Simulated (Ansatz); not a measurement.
La₂O₃:
```cif
data_La2O3
_chemical_formula_sum 'La2 O3'
_space_group_name_H-M_alt 'P 1'
_space_group_IT_number 1
_cell_length_a 3.90692
_cell_length_b 3.90692
_cell_length_c 6.04026
_cell_angle_alpha 89.979
_cell_angle_beta 90.021
_cell_angle_gamma 120.030
loop_
_space_group_symop_operation_xyz
  'x, y, z'
loop_
_atom_site_label
_atom_site_type_symbol
_atom_site_fract_x
_atom_site_fract_y
_atom_site_fract_z
_atom_site_occupancy
La1 La 0.16653 0.83347 0.24535 1
La2 La 0.83347 0.16653 0.75465 1
O1 O 0.83335 0.16665 0.35396 1
O2 O 0.16665 0.83335 0.64604 1
O3 O 0.50000 0.50000 0.00000 1
```

Relaxed with PBEsol. PBEsol (plane waves, PAW; program Ansatz) gives a gap of 3.77 eV.

Problem. What gap does HSE06 give on the same cell (Ansatz, PAW)?

Solution. 5.30 eV, 1.52 eV more. The hybrid was solved on a coarser mesh and at special points; its gap is the smallest among all of these.

```
k   v1 PBEsol  c1 PBEsol  v1 HSE06  c1 HSE06
--  ---------  ---------  --------  --------
Γ       -0.16       4.25         …         …
Y2      -0.33       3.79         …         …
A       -0.33       4.68     -0.34      6.64
M2      -0.01       4.39         …         …
V2      -0.33       3.79     -0.35      5.40
L2      -0.01       4.39         …         …
C       -0.09       3.77     -0.12      5.30
D       -0.22       4.20     -0.24      5.91
```

Problem. Top valence (v1) and lowest conduction level (c1) in eV from each method's valence maximum (which need not be a listed point): supply the withheld HSE06 values.

Solution. 
- M2, v1 HSE06: 0.00
- M2, c1 HSE06: 6.29
- Γ, v1 HSE06: -0.14
- Γ, c1 HSE06: 6.15
- L2, v1 HSE06: -0.01
- L2, c1 HSE06: 6.29
- Y2, v1 HSE06: -0.35
- Y2, c1 HSE06: 5.39

Cost on shared cores: the PBEsol run (SCF on a 8×8×5 mesh, then bands and DOS) roughly 120 core-seconds, the HSE06 run (SCF on 5×5×3, then a few points) about 7 core-minutes (a rough figure); the tasks are unlike.

Space group P-3m1 (La2O3 or Ni2Al3 type). The cell was relaxed with PBEsol under the symmetry of its start. Point labels and valley counts follow the cell and symmetry of the run, lower than the named group. Spin–orbit coupling is left out wherever it is not named.

Potentials: the earlier of the program's two PAW sets.
